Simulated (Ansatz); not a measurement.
Fe: frozen-core PAW against all-electron methods

```
Fe
1.0
     2.43416    0.00000    0.00000
    -1.21708    2.10804    0.00000
     0.00000    0.00000    3.84193
Fe
2
Cartesian
  0.0000 1.4054 0.9605
  1.2171 0.7027 2.8815
```

Atom numbers follow the list: Fe1, Fe2.

The conventional cell has a = 2.434 Å, b = 2.434 Å, c = 3.842 Å, α = 90.00°, β = 90.00°, γ = 120.00°. Around Fe (atom 1) lie 12 Fe at 2.38 to 2.43 Å.

Structure from Materials Project entry mp-136 (possibly hypothetical), not relaxed further.

Spin polarisation is left out, and whether a magnetic state lies lower isn't shown here.

Levels of theory: DFT, PBEsol, PAW with Ansatz's default frozen-core files, scalar-relativistic (Ansatz 0.2.0); DFT, PBEsol, all-electron PAW with datasets made for the crystal, scalar-relativistic (Ansatz 0.2.0); DFT, PBEsol, all-electron LAPW, scalar-relativistic (Ansatz 0.2.0).

For PAW: a Γ-centred 17×17×10 k mesh, Fermi–Dirac smearing of 0.08 eV, cutoff 420 eV, no spin polarisation; the PAW files were made with PBE, and the program remakes their frozen cores for this functional. The crystal-made all-electron datasets (AE datasets) take a cutoff of 360 eV at this cell. LAPW targets a basis error of 0.25 meV/atom. The Ansatz runs share mesh, smearing and spin set-up. Plane-wave (PAW) pressures include the program's estimate of the Pulay term.

Stress and pressure are positive in compression.

| quantity | PAW | AE datasets | LAPW |
| --- | --- | --- | --- |
| pressure (GPa) | ? | -1.26 | -1.26 |
| stress xx (GPa) | ? | -1.56 | -1.56 |
| stress zz (GPa) | ? | -0.67 | -0.67 |

Question: Give the missing entry: row "stress zz (GPa)", column "PAW".

Answer: -0.54.

Question: What belongs in the row "stress xx (GPa)", column "PAW"?

Answer: -1.49.

Question: What belongs in the row "pressure (GPa)", column "PAW"?

Answer: -1.17.
